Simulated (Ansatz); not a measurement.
InP:
```cif
data_In4P4
_chemical_formula_sum 'In4 P4'
_space_group_name_H-M_alt 'P 1'
_space_group_IT_number 1
_cell_length_a 7.20287
_cell_length_b 7.20287
_cell_length_c 4.18710
_cell_angle_alpha 90.000
_cell_angle_beta 90.000
_cell_angle_gamma 90.000
loop_
_space_group_symop_operation_xyz
  'x, y, z'
loop_
_atom_site_label
_atom_site_type_symbol
_atom_site_fract_x
_atom_site_fract_y
_atom_site_fract_z
_atom_site_occupancy
In1 In 0.32234 0.67766 0.00000 1
In2 In 0.67766 0.32234 0.00000 1
In3 In 0.82234 0.82234 0.50000 1
In4 In 0.17766 0.17766 0.50000 1
P1 P 0.31834 0.31834 0.00000 1
P2 P 0.68166 0.68166 0.00000 1
P3 P 0.18166 0.81834 0.50000 1
P4 P 0.81834 0.18166 0.50000 1
```

Relaxed with r²SCAN.

Task: Tabulate the valence density and the electron localisation function along the shortest In–P contact (2.54 Å), r²SCAN in the plane-wave PAW code Ansatz.

Result: 

```
distance from In (Å)  density (e/Å³)   ELF
--------------------  --------------  ----
0.25                            8.82  0.00
0.38                            6.91  0.02
0.51                            4.93  0.06
0.63                            3.11  0.14
0.76                            1.67  0.20
0.89                            0.82  0.21
1.01                            0.53  0.23
1.14                            0.47  0.33
1.27                            0.46  0.57
1.40                            0.51  0.79
1.52                            0.59  0.88
1.65                            0.69  0.90
1.78                            0.77  0.89
1.90                            0.76  0.80
2.03                            0.64  0.52
2.16                            0.42  0.14
2.28                            0.21  0.00
```

The density is the valence pseudo-density with augmentation charge, so density and ELF within about 1 Å of a nucleus are not all-electron values.

Space group P4_2/mnm. The start of the workflow was typed in or built on a structure type; neither database checked (COD, Materials Project) lists it. It is not the phase usual at ambient conditions (space group No. 216). The cell was relaxed with r²SCAN under the symmetry of its start; whether a distortion lowers the energy is not shown. The volume moved by 22 % from the start of the relaxation.

Potentials: the earlier of the program's two PAW sets.
